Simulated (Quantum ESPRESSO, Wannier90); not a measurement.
# InSb (Cmc2₁): Wannier90 run

```xyz
4
Lattice="2.3125 -4.0026 0.0000 2.3125 4.0026 0.0000 0.0000 0.0000 7.6163" Properties=species:S:1:pos:R:3 pbc="T T T"
In     0.0000     2.6568    -3.7179
In     0.0000    -2.6568     0.0903
Sb     0.0000     2.6778     1.0522
Sb     0.0000    -2.6778    -2.7560
```

Structure: Materials Project mp-1007661, symmetrised, not relaxed again. Not found in the COD (Crystallography Open Database) copy used, which has the formula in other groups; not checked further. The atoms lie within 0.1 Å of the higher space group P6_3mc. Level: PBEsol, spinors with spin-orbit coupling; pw.x of Quantum ESPRESSO at 64 Ry with PseudoDojo potentials, 4×4×4 k-points, Wannier90. Density: 8×8×4 mesh, cold smearing 0.01 Ry. With spin-orbit coupling a semilocal functional can close or falsely invert a small gap; the band order was not checked against a better method.

A tight-binding model is made by disentanglement and projection with no localisation steps (num_iter = 0), so the 32 orbitals stay atom-like: hydrogen-like In: s;p; Sb: s;p, axes along x, y, z; frozen window up to 1.50 eV relative to the Fermi level. It follows pw.x to 34 meV rms for states up to 1.0 eV relative to the Fermi level. Matrix elements depend on this choice of orbitals and windows.

Task: What are the on-site energies relative to the Fermi level, and how fast do the hoppings decay?

Result: 
```tsv
atom	orbitals	energy (eV)
In1	s↑ s↓	-3.15
In1	pz↑ pz↓	2.34
In1	px↑ px↓ py↑ py↓	2.39
In2	s↑ s↓	-3.15
In2	pz↑ pz↓	2.34
In2	px↑ px↓ py↑ py↓	2.39
Sb3	s↑ s↓	-7.34
Sb3	pz↑ pz↓	0.37
Sb3	px↑ px↓ py↑ py↓	0.42
Sb4	s↑ s↓	-7.34
Sb4	pz↑ pz↓	0.37
Sb4	px↑ px↓ py↑ py↓	0.42
```

```tsv
distance of the centres (Å)	largest modulus (eV)
2–3	1.5
3–4	2.2
4–5	0.50
5–6	0.13
6–7	0.11
7–8	0.14
```

Effective spin-orbit constants λ of λ L·S, from the same-site elements px↑–py↑ (λ/2) and dx2-y2↑–dxy↑ (λ), where they are among the larger elements: Sb3 p 0.45 eV, Sb4 p 0.45 eV.
